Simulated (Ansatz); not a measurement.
Here is the system:

C:
```cif
data_C6
_chemical_formula_sum 'C6'
_space_group_name_H-M_alt 'P 1'
_space_group_IT_number 1
_cell_length_a 3.56123
_cell_length_b 3.56123
_cell_length_c 3.36390
_cell_angle_alpha 90.000
_cell_angle_beta 90.000
_cell_angle_gamma 120.000
loop_
_space_group_symop_operation_xyz
  'x, y, z'
loop_
_atom_site_label
_atom_site_type_symbol
_atom_site_fract_x
_atom_site_fract_y
_atom_site_fract_z
_atom_site_occupancy
C1 C 0.23246 0.46491 0.25000 1
C2 C 0.53509 0.76754 0.58333 1
C3 C 0.23246 0.76754 0.91667 1
C4 C 0.76754 0.53509 0.75000 1
C5 C 0.46491 0.23246 0.08333 1
C6 C 0.76754 0.23246 0.41667 1
```

This is the r²SCAN-relaxed structure.

All from r²SCAN in the plane-wave PAW code Ansatz, unless another level is named. Estimate the band gap.

4.41 eV (indirect).

Predict the electron effective mass.

0.29, 7.2, 7.2 mₑ (principal values).

Give the smallest direct gap on the standard path.

5.29 eV.

And the hole effective mass?

0.53, 0.72, 1.1 mₑ (principal values).

What about the HSE06 gap on the r²SCAN cell?

5.38 eV.

Give the conduction-band minimum.

on the Γ–A line, 39 % of the way from Γ (2 equivalent valleys).

Space group P6_122. The start of the workflow was typed in or built on a structure type; neither database checked (COD, Materials Project) lists it. It is not the phase usual at ambient conditions (space group No. 194, 227). Symmetry was held in the r²SCAN relaxation; its stability against distortions is not shown here.

Potentials: the earlier of the program's two PAW sets.
